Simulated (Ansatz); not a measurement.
# Data sheet: SiGe (DFT)

SiGe:
```
CELL_PARAMETERS angstrom
      3.90429     0.00000     0.00000
     -1.95214     3.38121     0.00000
      0.00000     0.00000     6.45390
ATOMIC_POSITIONS crystal
  Ge 0.66667 0.33333 0.99958
  Ge 0.33333 0.66667 0.49958
  Si 0.66667 0.33333 0.62562
  Si 0.33333 0.66667 0.12562
```

Space group P6_3mc (No. 186), wurtzite; conventional cell a = 3.9043 Å, b = 3.9043 Å, c = 6.4539 Å, α = 90.00°, β = 90.00°, γ = 120.00°.

Method: DFT-r²SCAN in the program Ansatz with PAW potentials. Geometry: relaxed at this level of theory. Other levels are named where they apply.

### Cell and energy

| Item | Value |
|---|---|
| Volume per atom | 21.30 Å³ |
| Density | 3.93 g/cm³ |
| Formation energy from the elements (no fitted shifts) | 27 meV/atom |

### Electronic structure

| Item | Value |
|---|---|
| Band gap | 0.66 eV (indirect) |
| Valence-band maximum | at Γ |
| Conduction-band minimum | at M (3 equivalent valleys) |
| Smallest direct gap on the standard path | 0.79 eV |
| Electron effective mass | 0.11, 1.2, 1.2 mₑ (principal values) |
| Weight of the conduction-edge state by species (Voronoi cells) | Si 54 %, Ge 46 % |
| Hole effective mass, band 1 of 2 at the edge | 0.51 along x, 0.50 along z (mₑ) |
| Hole effective mass, band 2 of 2 at the edge | 0.081 along x, 0.50 along z (mₑ) |
| Weight of the valence-edge state by species (Voronoi cells) | Ge 52 %, Si 48 % |

### Mechanics

| Quantity | Value |
|---|---|
| Bulk modulus (Birch–Murnaghan fit) | 84.1 GPa |
| Pressure derivative B′ | 4.5 |
| Elastic constants (relaxed ions, GPa) | C11 = 180, C12 = 44.6, C13 = 26.3, C33 = 205, C44 = 50.8 |
| Mechanical stability | stable (all eigenvalues of C positive) |
| Hill bulk and shear moduli | 84.4 and 63.6 GPa |
| Young's modulus | 153 GPa |
| Poisson's ratio | 0.20 |
| Debye temperature from the elastic constants | 477 K |
| Piezoelectric stress constants (proper, relaxed ions, C/m²) | e33 = -0.02 |

The cell is a constructed one: a structure type filled with these elements; the Crystallography Open Database copy checked does not list it. Whether it is the stable phase at ambient conditions was not checked. The cell was relaxed with r²SCAN under the symmetry of its start; its stability against distortions is not shown here. The references are the lowest solids computed at this level, not always the standard phases. Scalar-relativistic: spin–orbit coupling is off unless named, which matters more the heavier the elements.

Potentials: the later of the program's two PAW sets.
